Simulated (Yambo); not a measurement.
# Excitons in K2LiAlF6

```xyz
10
Lattice="0.0000 3.9893 3.9893 3.9893 0.0000 3.9893 3.9893 3.9893 0.0000" Properties=species:S:1:pos:R:3 pbc="T T T"
Li     3.9893     3.9893     3.9893
F      1.8448     3.9893     3.9893
F      6.1338     3.9893     3.9893
F      3.9893     1.8448     3.9893
F      3.9893     6.1338     3.9893
F      3.9893     3.9893     1.8448
F      3.9893     3.9893     6.1338
Al     0.0000     0.0000     0.0000
K      5.9840     5.9840     5.9840
K      1.9947     1.9947     1.9947
```

The geometry is that of Materials Project entry mp-9839, symmetrised and not relaxed again.

BSE in Yambo on norm-conserving PBEsol (Quantum ESPRESSO, 84 Ry, without SOC) bands: 4×4×4 mesh, 18 valence and 6 conduction bands, static screening with 80 bands and a 3 Ry block, scissor 4.20 eV, Tamm-Dancoff; field along x.

```
state  energy (eV)  states within 2 meV  relative strength   class    main transitions
-----  -----------  -------------------  -----------------  ------  ------------------
1             9.91                    3             < 0.01    dark  several band pairs
2            10.37                    3               1.00  strong  several band pairs
3            10.46                    1             < 0.01    dark  several band pairs
4            10.46                    2             < 0.01    weak  several band pairs
5            10.84                    3             < 0.01    dark  several band pairs
6            11.10                    1             < 0.01    dark  several band pairs
7            11.11                    1             < 0.01    dark  several band pairs
8            11.18                    1             < 0.01    dark      VB → CB (96 %)
9            11.24                    2             < 0.01    dark  several band pairs
10           11.26                    3             < 0.01    dark  several band pairs
```

These are vertical excitations (zero momentum). The direct quasiparticle gap on this mesh is 11.53 eV; counted from there, state 1 is bound by 1.62 eV. Convergence with the mesh was not shown.

Spin singlets only. Strengths are relative to the strongest of the lowest states of this run; strong means a line over 3 % of the spectrum's maximum, dark under 0.03 %. Absolute energies carry the error of the G0W0 scissor, whose convergence isn't established.
